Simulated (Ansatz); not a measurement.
**Stationary points along a deformation path in BiTe**

Method: DFT LDA, scalar-relativistic, plane waves, PAW in Ansatz. Settings: plane waves to 420 eV, k-mesh 14×14×14 (Γ-centred), Gaussian smearing 0.15 eV. Spin–orbit coupling is left out, which can shift energies with elements as heavy as these. No spin polarisation. Energies are free energies at this smearing, counted from the undisturbed cell; pressure is positive in compression.

The undisturbed cell (as given, not relaxed at this level; it stands at -2.8 GPa, and it needn't be the usual structure):

```yaml
crystal:
  lattice:
    - [0.00000, 3.23500, 3.23500]
    - [3.23500, 0.00000, 3.23500]
    - [3.23500, 3.23500, 0.00000]
  atoms:
    - { symbol: Bi, position: [0.00000, 0.00000, 0.00000] }
    - { symbol: Te, position: [0.50000, 0.50000, 0.50000] }
```

At fixed volume and fractional coordinates, lengths along (0.577, 0.577, 0.577) are scaled against those across it; ρ is that ratio over its starting value. V = 33.855 Å³/atom. Δσ is the stress along the axis less the mean stress across it (compression positive).

```csv
ρ,ΔE (meV/atom),Δσ (GPa),space group
0.500,244.9,0.00,Pm-3m
0.600,197.5,4.04,R-3m
0.710,71.4,4.86,R-3m
1.000,0.0,0.00,Fm-3m
1.410,87.6,-6.88,R-3m
2.000,434.5,-1.18,R-3m
```

How does the stress give the slope of the energy, and where is the energy stationary?

Along the path d ln(length) is 2/3 d ln ρ on the axis and −1/3 d ln ρ across it, so dE/d ln ρ = −(2/3) V Δσ: the energy falls with ρ where Δσ is positive. Δσ vanishes or changes sign at ρ = 0.500 (Pm-3m, an end of the scan), at 244.9 meV/atom; at ρ = 1.000 (Fm-3m), a minimum at 0.0 meV/atom. Pairs of stationary points between two samples would go unseen, and could change a minimum read from distant neighbours into a maximum. At ρ = 0.500, 1.000 the cell is cubic, where symmetry alone makes the stress isotropic and the slope zero.

In a metal these slopes depend on the k mesh and the smearing.